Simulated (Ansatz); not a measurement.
A geometry of Ni away from equilibrium: step 7 of the relaxation of a randomly generated symmetric cell of Ni (space group No. 227). Level of theory: PBE (plane waves to 420 eV, PAW, scalar-relativistic; Ansatz, a quantum-chemistry and plane-wave program). Γ-centred k-mesh 10×10×10 on the run's cell (coarser than for final values), Fermi–Dirac smearing 0.05 eV.

```xyz
4
Lattice="0.0000 3.2407 3.2407 3.2407 0.0000 3.2407 3.2407 3.2407 0.0000" Properties=species:S:1:pos:R:3:forces:R:3 pbc="T T T" free_energy=-23354.327 pressure_GPa=6.0
Ni     0.8102     0.8102     0.8102    0.0000    0.0000    0.0000
Ni     2.4305     2.4305     0.8102    0.0000    0.0000    0.0000
Ni     2.4305     0.8102     2.4305    0.0000    0.0000    0.0000
Ni     0.8102     2.4305     2.4305    0.0000    0.0000    0.0000
```

Positions in Å, forces in eV/Å, free energy of the cell in eV (comparable only within this code, potentials and settings). Largest force: all forces are below 0.005 eV/Å; the geometry lies 0.02 eV/atom above the end of its relaxation.

Spin-polarised start, with parallel moments on Ni.

Spin state reached: ferromagnetic (net 0.84 μB/atom), from parallel starting moments; other spin orders were not run from this start.

The run could not lose the symmetry of its start, so the end can be a saddle point.

All atoms sit on sites fixed by symmetry, so only the cell could relax.

The end of the path is a generated cell of Ni: the first start was made by a random draw of sites in a space group, and the end was not matched to a known phase here, so it may be hypothetical. Known forms of Ni include space group No. 225.
